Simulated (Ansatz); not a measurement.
SnTe

```yaml
crystal:
  lattice:
    - [0.00000, 3.15650, 3.15650]
    - [3.15650, 0.00000, 3.15650]
    - [3.15650, 3.15650, 0.00000]
  atoms:
    - { symbol: Sn, position: [0.00000, 0.00000, 0.00000] }
    - { symbol: Te, position: [0.50000, 0.50000, 0.50000] }
```

Atoms are numbered in the order listed.

The cell is COD entry 9008726, as deposited and not checked against the literature; nothing was relaxed.

No spin–orbit coupling, which matters for the heavy atoms here.

All numbers are computed: DFT, PBEsol, all-electron LAPW, scalar-relativistic (Ansatz 0.2.0); DFT, PBEsol, PAW with Ansatz's default frozen-core files, scalar-relativistic (Ansatz 0.2.0).

For LAPW: a Γ-centred 11×11×11 k mesh, Fermi–Dirac smearing of 0.08 eV, basis error target 0.25 meV/atom, no spin polarisation. PAW takes a cutoff of 420 eV at this cell (files made with PBE, cores remade for this functional). The Ansatz runs share mesh, smearing and spin set-up. Values come from LAPW unless marked.

```yaml
Pressure_at_this_cell: -0.53 GPa
Band_gap: 0.08 eV, indirect from L (0.5, 0.5, 0.5) to the line L (0.5, 0.5, 0.5)–W (0.5, 0.25, 0.75) (the direct gap is only 0.04 eV larger) (so small a gap may close at points that the mesh and path miss)
Smallest_direct_gap_on_the_path: 0.13 eV
Löwdin_charges_with_0.06_e_of_the_cell_spilling_out_of_the_atomic_basis_so_their_sizes_and_signs_hang_on_that_basis: Sn1 0.09, Te2 -0.04 e
Bader_charges_from_the_PAW_run: Sn1 +0.62, Te2 -0.62 e
Volume_per_atom: 31.45 Å³
```
